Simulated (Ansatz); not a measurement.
## What is wrong with this input? (As2Se)

Intended: As2Se, PBEsol, plane waves and PAW in Ansatz. The input:

```yaml
crystal:
  lattice:
    - [-3.529418, 3.529418, 2.653571]
    - [3.529418, -3.529418, 2.653571]
    - [3.529418, 3.529418, -2.653571]
  atoms:
    - { symbol: As, position: [0.875, 0.125, 0.75] }
    - { symbol: As, position: [0.375, 0.125, 0.25] }
    - { symbol: As, position: [0.875, 0.625, 0.75] }
    - { symbol: As, position: [0.875, 0.125, 0.25] }
    - { symbol: Se, position: [0.5, 0.5, 0.0] }
    - { symbol: Se, position: [0.25, 0.75, 0.5], spin: 2.0 }
basis:
  ecutwfc: 420
kpoints:
  mp_grid: { grid: [8, 8, 8] }
hamiltonian:
  xc: pbesol
scf:
  occupations: { method: gaussian, width: 0.1 }
output:
  forces: true
  stress: true
  eigenvalues: true
  populations: true
magnetization:
  spin_polarized: false
```

Command:

```bash
ansatz run input.yaml --threads 1 --pin off --max-ram 2560MiB --backend cpu --events-out ev --progress --plain --runs-dir out
```

From the log:

```text
Error: inconsistent input (magnetization.spin_polarized): false but per-atom `spin:`, `per_species`, `initial_magnetization`, `magnetic_field`, or `spin_locking` is set
```

Problem. Name the fault and the cure.

Solution. The fault is starting moments without spin polarisation. Moments need two spin channels. The cure is the moments removed, as this run is meant to be without spin (a magnetic crystal would need spin polarisation switched on instead).

Fix:

```diff
 crystal:
   atoms:
-    - { symbol: Se, position: [0.25, 0.75, 0.5], spin: 2.0 }
+    - { symbol: Se, position: [0.25, 0.75, 0.5] }
-magnetization:
-  spin_polarized: false
```

With the mended input the run converges and gives a pressure of -3.47 GPa, no gap.

The mended run took 42 s on 1 thread of Intel(R) Xeon(R) Processor @ 2.70GHz, on a shared host, peak memory 0.61 GiB.